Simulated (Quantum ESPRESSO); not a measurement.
## Zr6InSn (input and log of a self-consistent run)

Computed values, not a measurement. The program is pw.x of Quantum ESPRESSO 7.5 (plane-wave density functional theory). The cell is made up: eight metal atoms on a face-centred cubic lattice, with elements, volume, strain and displacements drawn at random and not relaxed, so it may be unstable or far from any real phase. PseudoDojo standard norm-conserving files set the functional (PBE unless stated); there is no spin polarisation or spin-orbit coupling, the Fermi-Dirac width of 0.25 eV means electrons at about 2900 K, and the masses in the input are unused placeholders. The tin pseudopotential is less sure than most, with forces differing by about three percent from a second method on plain tin. A spin test at this wide smearing found no moment, but such smearing suppresses magnetism that the real alloy may have.

Input:

```
&control calculation='scf', pseudo_dir='./dojo.nc.sr.pbe.v0_5.standard.upf', outdir='./o', disk_io='minimal', tprnfor=.true., tstress=.true. /
&system ibrav=0, nat=8, ntyp=3, nbnd=66, ecutwfc=72.02867146, nosym=.true., tot_charge=0,
 occupations='smearing', smearing='fd', degauss=0.0183746611
/
&electrons conv_thr=1.470e-08, electron_maxstep=70, mixing_beta=0.5 /
ATOMIC_SPECIES
In 1.0 In.upf
Sn 1.0 Sn.upf
Zr 1.0 Zr.upf
CELL_PARAMETERS angstrom
0.0 -2.3014 -2.3014
-6.9041 -2.3014 0.0
-2.3014 4.6027 -6.9041
ATOMIC_POSITIONS angstrom
Zr 0.0476 0.022 0.0336
Zr -2.2648 2.3109 -4.6431
Zr -2.2846 0.0618 -2.2691
In -4.6168 2.2882 -6.8114
Zr -4.5602 -0.0157 -4.6168
Sn -4.6123 -2.2902 -2.3596
Zr -6.8897 -0.066 -6.8728
Zr -6.9091 -2.4216 -4.5495
K_POINTS automatic
7 4 3 1 1 1
```

The log is shortened where brackets say so; the opening notice, blank lines, dates and the lines on written files are dropped, and the path of the files is cut. It prints rydbergs, bohrs and kilobars, and counts compression as positive stress. Its total energy is the free energy E - TS of the whole cell.

```
     Program PWSCF v.7.5
     Parallel version (MPI & OpenMP), running on       4 processor cores
     Number of MPI processes:                 4
     Threads/MPI process:                     1
     [start-up lines left out]
     bravais-lattice index     =            0
     lattice parameter (alat)  =       6.1504  a.u.
     unit-cell volume          =    1316.0729 (a.u.)^3
     number of atoms/cell      =            8
     number of atomic types    =            3
     number of electrons       =        99.00
     number of Kohn-Sham states=           66
     kinetic-energy cutoff     =      72.0287  Ry
     charge density cutoff     =     288.1147  Ry
     scf convergence threshold =      1.5E-08
     mixing beta               =       0.5000
     number of iterations used =            8  plain     mixing
     Exchange-correlation= PBE
                           (   1   4   3   4   0   0   0)
     [axes and pseudopotential details left out]
   Cartesian axes
     site n.     atom                  positions (alat units)
         1        Zr     tau(   1) = (   0.0146251   0.0067595   0.0103236  )
         2        Zr     tau(   2) = (  -0.6958614   0.7100257  -1.4265958  )
         3        Zr     tau(   3) = (  -0.7019450   0.0189881  -0.6971826  )
         4        In     tau(   4) = (  -1.4185151   0.7030511  -2.0928075  )
         5        Zr     tau(   5) = (  -1.4011247  -0.0048238  -1.4185151  )
         6        Sn     tau(   6) = (  -1.4171324  -0.7036656  -0.7249888  )
         7        Zr     tau(   7) = (  -2.1168652  -0.0202785  -2.1116727  )
         8        Zr     tau(   8) = (  -2.1228259  -0.7440383  -1.3978371  )
     number of k points=    42  Fermi-Dirac smearing, width (Ry)=  0.0184
                       cart. coord. in units 2pi/alat
        k(    1) = (  -0.0510346  -0.0236752  -0.0773401), wk =   0.0476190
        k(    2) = (   0.0078927  -0.2004546   0.0994393), wk =   0.0476190
     [further k points left out]
     Dense  grid:   108679 G-vectors     FFT dimensions: (  36,  75,  90)
     Estimated max dynamical RAM per process >     322.31 MB
     Estimated total dynamical RAM >       1.18 GB
     Initial potential from superposition of free atoms
     starting charge      98.9804, renormalised to      99.0000
     Starting wfcs are   78 randomized atomic wfcs
     total cpu time spent up to now is        3.5 secs
     per-process dynamical memory:   251.4 Mb
     Self-consistent Calculation
     iteration #  1     ecut=    72.03 Ry     beta= 0.50
     Davidson diagonalization with overlap
     ethr =  1.00E-02,  avg # of iterations =  2.3
     Threshold (ethr) on eigenvalues was too large:
     Diagonalizing with lowered threshold
     Davidson diagonalization with overlap
     ethr =  5.89E-04,  avg # of iterations =  4.2
     total cpu time spent up to now is       16.6 secs
     total energy              =    -897.79194439 Ry
     estimated scf accuracy    <       0.63759531 Ry
     iteration #  2     ecut=    72.03 Ry     beta= 0.50
     Davidson diagonalization with overlap
     ethr =  6.44E-04,  avg # of iterations =  6.8
     total cpu time spent up to now is       25.7 secs
     total energy              =    -897.23942724 Ry
     estimated scf accuracy    <       9.86186330 Ry
     iteration #  3     ecut=    72.03 Ry     beta= 0.50
     Davidson diagonalization with overlap
     ethr =  6.44E-04,  avg # of iterations =  6.5
     total cpu time spent up to now is       33.9 secs
     total energy              =    -897.97486930 Ry
     estimated scf accuracy    <       1.58076843 Ry
     iteration #  4     ecut=    72.03 Ry     beta= 0.50
     Davidson diagonalization with overlap
     ethr =  6.44E-04,  avg # of iterations =  2.1
     total cpu time spent up to now is       40.0 secs
     total energy              =    -898.07987235 Ry
     estimated scf accuracy    <       0.21231404 Ry
     iteration #  5     ecut=    72.03 Ry     beta= 0.50
     Davidson diagonalization with overlap
     ethr =  2.14E-04,  avg # of iterations =  2.1
     total cpu time spent up to now is       45.7 secs
     total energy              =    -898.10314491 Ry
     estimated scf accuracy    <       0.03931621 Ry
     [iterations 6 to 14 left out]
     iteration # 15     ecut=    72.03 Ry     beta= 0.50
     Davidson diagonalization with overlap
     ethr =  4.33E-09,  avg # of iterations =  2.8
     total cpu time spent up to now is      111.5 secs
     total energy              =    -898.10960774 Ry
     estimated scf accuracy    <       0.00000119 Ry
     iteration # 16     ecut=    72.03 Ry     beta= 0.50
     Davidson diagonalization with overlap
     ethr =  1.20E-09,  avg # of iterations =  2.9
     total cpu time spent up to now is      117.5 secs
     total energy              =    -898.10960778 Ry
     estimated scf accuracy    <       0.00000173 Ry
     iteration # 17     ecut=    72.03 Ry     beta= 0.50
     Davidson diagonalization with overlap
     ethr =  1.20E-09,  avg # of iterations =  1.5
     total cpu time spent up to now is      122.9 secs
     total energy              =    -898.10960791 Ry
     estimated scf accuracy    <       0.00000005 Ry
     iteration # 18     ecut=    72.03 Ry     beta= 0.50
     Davidson diagonalization with overlap
     ethr =  5.15E-11,  avg # of iterations =  6.0
     total cpu time spent up to now is      130.1 secs
     total energy              =    -898.10960791 Ry
     estimated scf accuracy    <       0.00000003 Ry
     iteration # 19     ecut=    72.03 Ry     beta= 0.50
     Davidson diagonalization with overlap
     ethr =  2.93E-11,  avg # of iterations =  2.1
     total cpu time spent up to now is      135.9 secs
     End of self-consistent calculation
     [lines on levels left out]
!    total energy              =    -898.10960792 Ry
     estimated scf accuracy    <          5.0E-09 Ry
     smearing contrib. (-TS)   =      -0.14385390 Ry
     internal energy E=F+TS    =    -897.96575402 Ry
     The total energy is F=E-TS. E is the sum of the following terms:
     one-electron contribution =    -192.42080057 Ry
     hartree contribution      =     144.62503013 Ry
     xc contribution           =    -204.16905044 Ry
     ewald contribution        =    -646.00093313 Ry
     convergence has been achieved in  19 iterations
     Forces acting on atoms (cartesian axes, Ry/au):
     atom    1 type  3   force =     0.00040277   -0.00067553    0.00141494
     atom    2 type  3   force =     0.00170781   -0.00519525    0.00443570
     atom    3 type  3   force =    -0.01459333   -0.01300247    0.00027734
     atom    4 type  1   force =     0.01637850    0.00154343   -0.00711386
     atom    5 type  3   force =    -0.00803883   -0.00166995    0.00515683
     atom    6 type  2   force =    -0.00705961   -0.00068385    0.00484515
     atom    7 type  3   force =     0.00984399    0.00410907    0.00016375
     atom    8 type  3   force =     0.00135871    0.01557453   -0.00917985
     Total force =     0.036957     Total SCF correction =     0.000285
     Computing stress (Cartesian axis) and pressure
          total   stress  (Ry/bohr**3)                   (kbar)     P=      -34.93
  -0.00024378  -0.00005703   0.00006429          -35.86       -8.39        9.46
  -0.00005703  -0.00023996   0.00010487           -8.39      -35.30       15.43
   0.00006429   0.00010487  -0.00022868            9.46       15.43      -33.64
     init_run     :      3.32s CPU      3.47s WALL (       1 calls)
     electrons    :    131.77s CPU    132.35s WALL (       1 calls)
     forces       :      1.08s CPU      1.09s WALL (       1 calls)
     stress       :      3.54s CPU      3.54s WALL (       1 calls)
     [timing details left out]
     PWSCF        :   2m19.80s CPU   2m20.54s WALL
     JOB DONE.
```

In other units: free energy -12219.404 eV for the cell, pressure -3.49 GPa, largest force component 0.421 eV/Å in size. The run took 142 s of wall time with four MPI processes on a shared machine (AMD EPYC, Zen 5, virtual cores), so the time is rough. A rerun of this cell at a higher cutoff and on a denser mesh moved values by no more than 0.006 eV in energy, 0.08 GPa in stress and 0.010 eV/Å in force, and a second program with other atomic files agreed on that cell to 2 % rms in force and 0.5 GPa in pressure.